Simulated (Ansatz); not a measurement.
A distorted cell of Ge (diamond):

```yaml
crystal:
  lattice:
    - [0.00000, 2.83720, 2.83720]
    - [2.83720, 0.00000, 2.83720]
    - [2.83720, 2.83720, 0.00000]
  atoms:
    - { symbol: Ge, position: [0.50000, 0.50000, 0.50000] }
    - { symbol: Ge, position: [0.61959, 0.61959, 0.88041] }
```

Level of theory: r2SCAN (plane waves to 500 eV, PAW, scalar-relativistic; Ansatz, a quantum-chemistry and plane-wave program). k mesh 8×8×8 (Γ-centred), Fermi-Dirac smearing 0.05 eV. Energies are smeared free energies. Compression counts positive. As the smearing reaches across the gap at some points, energies and forces of such displacements shift with the k mesh and the smearing. Ge was relaxed with its symmetry unable to fall.

Predict the force on every atom, in eV/Å.


```csv
atom,Fx,Fy,Fz
Ge1,0.000,0.000,-4.888
Ge2,0.000,0.000,4.888
```

Give the stress tensor in GPa and the pressure.


```
   21.3     25.6      0.0
   25.6     21.3      0.0
    0.0      0.0     -0.5
```
The pressure, a third of the trace, is 14.0 GPa.

In it atom 2 sits (0.000, 0.000, -0.740) Å away from its relaxed site. What is its energy relative to the relaxed cell?

2372 meV/cell.

(A displaced cell: forces are minus the slopes of the energy, force constants its curvatures, and phonons follow from these.)
